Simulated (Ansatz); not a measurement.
EuPd2: computed property card

EuPd2:
```
EuPd2
1.0
    0.00000     3.88104     3.88104
    3.88104     0.00000     3.88104
    3.88104     3.88104     0.00000
Eu Pd
2 4
Cartesian
  5.82157   5.82157   5.82157
  3.88104   3.88104   3.88104
  2.91078   2.91078   0.97026
  2.91078   0.97026   2.91078
  0.97026   0.97026   0.97026
  0.97026   2.91078   2.91078
```
The run is spin-polarised; directions of the spins, atom by atom: ↑ ↑ 0 0 0 0.

Space group Fd-3m (No. 227), cubic Laves (MgCu2 type); conventional cell a = 7.762 Å, b = 7.762 Å, c = 7.762 Å, α = 90.00°, β = 90.00°, γ = 90.00°.

Method: r²SCAN in the plane-wave PAW code Ansatz. Structure relaxed to zero pressure with the same functional. Other levels are named where they apply.

### Cell and energy

```
Item                                                          Result
-----------------------------------------------------  -------------
Volume per atom                                             19.49 Å³
Density                                                  10.36 g/cm³
Formation energy from the elements (no fitted shifts)  -0.76 eV/atom
```

### Electronic structure

```
Quantity                                                                     Value
------------------------------------  --------------------------------------------
Electronic character                                             metallic (no gap)
Density of states at the Fermi level  0.50 states/eV per atom (mean over ±0.08 eV)
```

### Magnetism

```
Item                      Result
--------------  ----------------
Magnetic order     ferromagnetic
Net moment      2.35 μB per atom
```

The first step of the workflow began from a Materials Project structure, measured or hypothetical; the Crystallography Open Database copy checked does not list it. COD files the formula under space group No. 139. Whether it is the stable phase at ambient conditions was not checked. The cell was relaxed with r²SCAN under the symmetry of its start; its stability against distortions is not shown here. Magnetic state: ferromagnetic, chosen from 4 collinear starts compared on coarse meshes (ties went to the first, and starts can fall back to one state), not a proven ground state. The 4f shell is in the valence, and the state reached may lie above the lowest one. Other orbital occupations within this spin state were not tried. No Hubbard U is applied. Point labels and valley counts follow the cell and symmetry of the run, lower than the named group. The references are the lowest solids computed at this level, not always the standard phases. Scalar-relativistic: spin–orbit coupling is off unless named, which matters more the heavier the elements.

Potentials: the later of the program's two PAW sets.
